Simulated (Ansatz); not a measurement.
Input and output of a relaxation of cell and atoms on an 8-atom cell of InSe started from a crystallographic database (the PAW code Ansatz, PBE-D3(BJ)). The input holds the cell as the database lists it.

Input file:
```yaml
crystal:
  lattice:
    - [4.05, 0.0, 0.0]
    - [-2.025, 3.5074028853, 0.0]
    - [0.0, 0.0, 16.93]
  atoms:
    - { symbol: In, position: [0.3333333333, 0.6666666667, 0.157] }
    - { symbol: In, position: [0.6666666667, 0.3333333333, 0.657] }
    - { symbol: In, position: [0.3333333333, 0.6666666667, 0.343] }
    - { symbol: In, position: [0.6666666667, 0.3333333333, 0.843] }
    - { symbol: Se, position: [0.3333333333, 0.6666666667, 0.602] }
    - { symbol: Se, position: [0.6666666667, 0.3333333333, 0.102] }
    - { symbol: Se, position: [0.3333333333, 0.6666666667, 0.898] }
    - { symbol: Se, position: [0.6666666667, 0.3333333333, 0.398] }
kpoints:
  mp_grid: { grid: [6, 6, 2] }
hamiltonian:
  xc: pbe
  dispersion: d3bj
scf:
  occupations: { method: fermi_dirac, width: 0.02 }
relax:
  f_tol: 0.005
  cell: {}
```

Command: `ansatz run input.yaml --threads 2 --pin off --max-ram 29491MiB --backend cpu --events-out ev --progress --plain --runs-dir out`. It took 32 s on 2 threads of AMD EPYC 7R13 Processor (Zen 3) (shared host), load about 2.4 per core; peak host memory 0.8 GiB.

Main lines of the log:
```
Functional definition: PBE
Crystal: 8 atoms, lattice volume = 240.490 Å³
Basis set: ecut = 420 eV, 4701 PW (Γ)
Bands: 70, of which v1, the nominal top of the filled ones, is band 58 counted from 1 (57 counted from 0)
Symmetry: 24 space group operations
Space group: P63/mmc (ITA 194)
k-points: 14 of 72
relax step 1: F+E_penalty+E_count = -44272.28642429 eV  max|allowed force component| = 2.876e0 eV/Å  Δτ_max = 0.0000 Å  P = +5.900 GPa  Ω = 240.490 Å³
relax step 2: F+E_penalty+E_count = -44274.05178359 eV  max|allowed force component| = 2.800e-1 eV/Å  Δτ_max = 0.1946 Å  P = +0.180 GPa  Ω = 243.860 Å³
relax step 3: F+E_penalty+E_count = -44274.09670506 eV  max|allowed force component| = 2.782e-1 eV/Å  Δτ_max = 0.1934 Å  P = -0.212 GPa  Ω = 230.964 Å³
relax step 4: F+E_penalty+E_count = -44274.14103463 eV  max|allowed force component| = 3.101e-2 eV/Å  Δτ_max = 0.0938 Å  P = -0.124 GPa  Ω = 237.334 Å³
relax step 5: F+E_penalty+E_count = -44274.14160226 eV  max|allowed force component| = 2.771e-3 eV/Å  Δτ_max = 0.0063 Å  P = +0.039 GPa  Ω = 236.104 Å³
relax step 6: F+E_penalty+E_count = -44274.14204717 eV  max|allowed force component| = 3.364e-3 eV/Å  Δτ_max = 0.0037 Å  P = +0.003 GPa  Ω = 236.230 Å³
relax step 7: F+E_penalty+E_count = -44274.14124786 eV  max|allowed force component| = 3.314e-3 eV/Å  Δτ_max = 0.0000 Å  P = +0.000 GPa  Ω = 236.230 Å³  (SCF on a basis re-selected at this cell)
SCF converged after 6 iterations
Free energy (F): -44274.141248 eV
Fermi energy:    7.333312 eV
--- Forces (eV/Å), atoms counted from 1 ---
  atom   1  In      0.00000      0.00000      0.00331
  atom   2  In      0.00000      0.00000      0.00331
  atom   3  In      0.00000      0.00000    -0.00331
  atom   4  In      0.00000      0.00000    -0.00331
  atom   5  Se      0.00000      0.00000    -0.00257
  atom   6  Se      0.00000      0.00000    -0.00257
  atom   7  Se      0.00000      0.00000      0.00257
  atom   8  Se      0.00000      0.00000      0.00257
--- Stress (GPa, compression-positive) ---
        0.009002       0.000000       0.000000
        0.000000       0.009002       0.000000
        0.000000       0.000000      -0.017166
  P = ⅓ Tr σ = 0.0003 GPa (0.003 kbar)
--- Relaxed structure (6 steps of the walk, 6 accepted, 1 SCFs on fresh bases) ---
  F+E_penalty+E_count = -44274.14124786 eV   max|allowed force component| = 3.314e-3 eV/Å
  cell:  # Å, volume = 236.2305 Å³
    - [4.033476, 0.000000, 0.000000]
    - [-2.016738, 3.493093, 0.000000]
    - [0.000000, 0.000000, 16.766649]
  atoms:
    - { symbol: In, position: [0.333333, 0.666667, 0.166675] }
    - { symbol: In, position: [0.666667, 0.333333, 0.666675] }
    - { symbol: In, position: [0.333333, 0.666667, 0.333325] }
    - { symbol: In, position: [0.666667, 0.333333, 0.833325] }
    - { symbol: Se, position: [0.333333, 0.666667, 0.589996] }
    - { symbol: Se, position: [0.666667, 0.333333, 0.089996] }
    - { symbol: Se, position: [0.333333, 0.666667, 0.910004] }
    - { symbol: Se, position: [0.666667, 0.333333, 0.410004] }
```

The walk took 6 steps and changed the volume by -1.8 %. The last SCF, on a fresh basis, lies 232 meV an atom below the first. Final cell: space group P6_3/mmc (No. 194), hexagonal; conventional cell a = 4.033 Å, c = 16.767 Å, 29.53 Å³ an atom. In is surrounded by 3 Se at 2.66 Å and 1 In at 2.79 Å; Se is surrounded by 3 In at 2.66 Å.

No spin polarisation and no zero-point or thermal motion.
